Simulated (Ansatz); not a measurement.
Given:

BP:
```xyz
2
Lattice="0.0000 2.1591 2.1591 2.1591 0.0000 2.1591 2.1591 2.1591 0.0000" Properties=species:S:1:pos:R:3 pbc="T T T"
P      0.0000     0.0000     0.0000
B      2.1591     2.1591     2.1591
```

This is the r²SCAN-relaxed structure.

Question: All from r²SCAN in the plane-wave PAW code Ansatz, unless another level is named. Give the electronic character.

Answer: metallic (no gap).

Question: Next, the density of states at the Fermi level?

Answer: 0.34 states/eV per atom (mean over ±0.08 eV).

Question: Predict the formation energy from the elements (no fitted shifts).

Answer: 0.72 eV/atom.

Space group Fm-3m (rock salt). The cell is a constructed one: a structure type filled with these elements; neither database checked (COD, Materials Project) lists it. It is not the phase usual at ambient conditions (space group No. 216). The cell was relaxed with r²SCAN under the symmetry of its start; its stability against distortions is not shown here. The references are the lowest solids computed at this level, not always the standard phases.

Potentials: the later of the program's two PAW sets.
